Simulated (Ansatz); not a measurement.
## ZnSO₄: computed property card

ZnSO4:
```xyz
6
Lattice="0.0000 3.8961 3.8961 3.8961 0.0000 3.8961 3.8961 3.8961 0.0000" Properties=species:S:1:pos:R:3 pbc="T T T"
Zn     5.8442     5.8442     5.8442
S      0.0000     0.0000     0.0000
O      4.7460     6.9424     4.7460
O      6.9424     4.7460     4.7460
O      6.9424     6.9424     6.9424
O      4.7460     4.7460     6.9424
```

Space group F-43m (No. 216); conventional cell a = b = c = 7.7923 Å, α = β = γ = 90.00°.

Method: PBEsol (plane waves, PAW; program Ansatz). Structure relaxed to zero pressure with the same functional. Other levels are named where they apply.

Cell and energy:

```yaml
volume_per_atom: 19.71 Å³
density: 2.27 g/cm³
Formation energy from the elements (no fitted shifts): -1.38 eV/atom
```

Electronic structure:

```yaml
band_gap: 4.51 eV (smallest direct gap 4.52 eV)
valence_band_maximum: on the Γ–L line, 92 % of the way from Γ
conduction_band_minimum: at Γ
electron_effective_mass: 0.51 mₑ (isotropic)
HSE06 gap on the PBEsol cell: 6.48 eV
```

Mechanics:

```yaml
Bulk modulus (Birch–Murnaghan fit): 771 kbar
Pressure derivative B′: 5.3
Elastic constants (relaxed ions, GPa): C11 = 83.1, C12 = 74.5, C44 = 14.4
mechanical_stability: stable (all eigenvalues of C positive)
hill_bulk_and_shear_moduli: 77.4 and 8.9 GPa
Young's modulus: 25.6 GPa
Poisson's ratio: 0.44
debye_temperature_from_the_elastic_constants: 248 K
Piezoelectric stress constants (proper, relaxed ions, C/m²): e14 = e25 = e36 = 0.45
```

Dielectric response:

```yaml
Electronic dielectric constant ε∞ (DFPT): 2.09
Born charges (a third of the trace): Zn +2.37, S +3.88, O -1.56 e
```

Charges:

```yaml
bader_charges: Zn +1.47, S +4.00, O -1.37 e
```

The first step of the workflow began from a Materials Project structure, measured or hypothetical; the Crystallography Open Database files this formula in space group No. 216, but the cells were not matched. Its standing as an ambient phase is unchecked. The PBEsol relaxation kept the symmetry of its start; its stability against distortions is not shown here. Signs of piezoelectric constants follow the polarity of the cell as given. The references are the lowest solids computed at this level, not always the standard phases (solids in place of the gases).

Potentials: the later of the program's two PAW sets.
